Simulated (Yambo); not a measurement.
Absorption of AuPO$_{4}$ (space group C2/c, No. 15) with and without the electron-hole interaction (Yambo, PBEsol bands; 4×4×4 mesh, 27 valence and 5 conduction bands, static screening with 110 bands and a 3 Ry block, scissor 2.10 eV, Tamm-Dancoff; field along x). Axes are Cartesian, with cell vectors (Å) (3.88, -2.83, 0.00), (3.88, 2.83, 0.00), (-0.99, 0.00, 7.70).

```tsv
E (eV)	Im ε, BSE	Im ε, independent quasiparticles
1.46	0.05	0.04
1.56	0.06	0.04
1.66	0.06	0.04
1.76	0.07	0.04
1.86	0.07	0.05
1.96	0.08	0.05
2.06	0.08	0.05
2.16	0.09	0.06
2.26	0.10	0.06
2.36	0.11	0.06
2.46	0.12	0.07
2.56	0.14	0.07
2.66	0.16	0.08
2.76	0.18	0.08
2.86	0.21	0.09
2.96	0.25	0.10
3.06	0.31	0.11
3.16	0.39	0.12
3.27	0.53	0.13
3.37	0.76	0.15
3.47	1.18	0.17
3.57	1.89	0.19
3.67	2.52	0.23
3.77	2.90	0.28
3.87	3.61	0.35
3.97	3.95	0.47
4.07	3.68	0.65
4.17	3.41	0.91
4.27	3.34	1.29
4.37	3.32	1.69
4.47	3.33	2.06
4.57	3.39	2.42
4.67	3.08	2.68
4.77	2.68	2.85
4.87	2.64	3.14
4.97	2.74	3.32
5.07	2.70	3.64
5.17	2.54	3.87
5.27	2.51	3.92
5.38	2.52	3.96
5.48	2.45	4.16
5.58	2.32	4.40
5.68	2.38	4.46
5.78	2.48	4.40
5.88	2.44	4.22
5.98	2.32	3.73
6.08	2.24	3.64
6.18	2.26	3.70
6.28	2.29	4.04
6.38	2.07	4.41
6.48	1.84	4.27
6.58	1.49	3.81
6.68	1.23	3.40
6.78	1.09	3.08
6.88	1.02	2.89
6.98	0.98	2.87
7.08	0.97	2.81
7.18	0.97	2.48
7.28	0.98	2.23
7.38	0.99	2.07
7.48	1.03	1.83
7.59	1.04	1.53
7.69	1.15	1.33
7.79	1.29	1.24
7.89	1.42	1.14
7.99	1.55	1.07
8.09	1.73	1.08
8.19	1.92	1.12
8.29	2.04	1.14
8.39	2.15	1.10
```

The scissor comes from a G0W0 run whose convergence isn't established. Broadening 0.15 eV. The band window holds all transitions up to 9.7 eV. Fine structure above the onset can come from the mesh.

Spin-orbit coupling is left out, which matters for elements this heavy: edges can move by tenths of an eV.

Geometry of the Materials Project entry, not relaxed at this level; primitive cell a = 4.8015 Å, b = 4.8015 Å, c = 7.7596 Å, α = 95.93°, β = 95.93°, γ = 72.22°.

The structure is a Materials Project entry; no match was found in the copy of COD used, and its stability was not checked.
